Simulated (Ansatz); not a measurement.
Li (bcc, W type)

```yaml
crystal:
  lattice:
    - [-3.47745, 3.47745, 3.47745]
    - [1.73873, -1.73873, 1.73873]
    - [1.73873, 1.73873, -1.73873]
  atoms:
    - { symbol: Li, position: [0.00000, 0.00000, 0.00000] }
    - { symbol: Li, position: [0.50000, 0.00000, 0.00000] }
```

The atoms are displaced by Q × the pattern below (from a DFPT mode at N = (0.5, 0.0, 0.0), largest move 1; Q in Å), at fixed cell. (q is in reciprocal vectors of the primitive cell; the cell shown is doubled to hold the pattern.)

| atom | x | y | z |
|---|---|---|---|
| Li1 | 1.000 | 0.000 | 0.000 |
| Li2 | -1.000 | 0.000 | 0.000 |

Method: r2SCAN (plane waves to 500 eV, PAW, scalar-relativistic; Ansatz, a first-principles code). k mesh 19×19×19 (Γ-centred), Fermi-Dirac smearing 0.05 eV. The energy includes the smearing's −TS. With partly filled bands, energies and forces of such displacements shift with the k mesh and the smearing. Li was relaxed with its symmetry unable to fall. The zero of ΔE is the undisplaced structure. The last digit holds for this mesh only.

```
Q (Å)    ΔE (meV/cell)
-------  -------------
-0.2800           68.9
-0.2333           48.4
-0.1867           31.1
-0.1400           17.5
-0.0933       withheld
-0.0467            1.9
0.0000             0.0
0.0467             1.9
0.0933        withheld
0.1400            17.5
0.1867            31.1
0.2333            48.4
0.2800            68.9
```

Q: Fit an even polynomial form (powers 2, 4) to the given rows and predict ΔE at Q = -0.0933.

A: Least squares on the 11 given rows: ΔE = (903.9)·Q² + (-311.4)·Q⁴, in meV/cell with Q in Å; root-mean-square residual 0.08 meV/cell. At -0.0933 the fit gives 7.8 meV/cell; the calculation gives 7.7 meV/cell, so the interpolation is off by 0.1 (+1.3 %). The quadratic term alone would give 7.9 meV/cell.

(For displaced atoms, the force is minus the slope of the energy, and its curvature is a force constant, which sets phonon frequencies.)
